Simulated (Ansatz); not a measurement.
TiS2 (CdI2 type)

```xyz
3
Lattice="3.2979 0.0000 0.0000 -1.6489 2.8560 0.0000 0.0000 0.0000 5.3399" Properties=species:S:1:pos:R:3 pbc="T T T"
Ti     0.0000     0.0000     0.0000
S      0.0000     1.9040     1.4352
S      1.6489     0.9520     3.9047
```

The slice is a (0001) plane (indices of the conventional cell) through the point (0.000, 0.000, 0.000) (fractional), spanned by u = [110] and v = [1 -1 0] in vectors of this cell: u (3.30 Å) and v (5.71 Å, at 90° to u). It covers one period; positions are fractions (u, v).

The numbers are results of PBEsol-D3(BJ) (plane waves to 420 eV, PAW, scalar-relativistic; Ansatz, a first-principles code), not measurements. k mesh 16×16×9. These are valence fields of a PAW run, semicore shells included where kept as valence: close to a nucleus they are smooth pseudo fields. The PAW data are Ansatz's earlier set. TiS2 is run without spin polarisation. TiS2 was relaxed with its symmetry unable to fall.

Question: Sketch the electron localisation function (ELF) on this plane as a map.

Answer: 
```tsv
v \ u	0.00	0.12	0.25	0.38	0.50	0.62	0.75	0.88
0.86	0.34	0.17	0.09	0.30	0.41	0.30	0.09	0.17
0.71	0.38	0.32	0.21	0.14	0.11	0.14	0.21	0.32
0.57	0.31	0.15	0.17	0.71	x	0.71	0.17	0.15
0.43	0.31	0.15	0.17	0.71	x	0.71	0.17	0.15
0.29	0.38	0.32	0.21	0.14	0.11	0.14	0.21	0.32
0.14	0.34	0.17	0.09	0.30	0.41	0.30	0.09	0.17
0.00	x	x	0.32	0.10	0.24	0.10	0.32	x
```

Values: electron localisation function (ELF). Points within 0.5 Å of a nucleus are blanked (x), as the pseudised field means little there.
